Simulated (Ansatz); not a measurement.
CoGe (rock salt, Fm-3m), PBE (plane waves, PAW; program Ansatz), all energies at zero smearing, with the estimated change up to a 700 eV cutoff added, with one set of potentials and settings (totals compare only within such a set). Cell of 2 atoms (1 Ge, 1 Co): -9420.668 eV.

```
element                                reference phase  E (eV/atom)
-------  ---------------------------------------------  -----------
Ge                          Fd-3m, 2 atoms in the cell   -4294.9847
Co       P6_3/mmc, 2 atoms in the cell, spin-polarised   -5126.1559
```

Formation energy per atom, worked out: (-9420.668 − 1×(-4294.9847) − 1×(-5126.1559))/2 = 0.236 eV/atom (23 kJ per mol of atoms), at 0 K, without zero-point energy or fitted corrections.

A made-up cell: these elements were put on the sites of a structure type; neither database checked (COD, Materials Project) lists it. Whether it is the stable phase at ambient conditions was not checked. Symmetry was held in the PBE relaxation. At this level the phase is mechanically unstable. The workflow began spin-polarised and lost its moments. The references are the lowest solids computed at this level, not always the standard phases.

Potentials: the later of the program's two PAW sets.
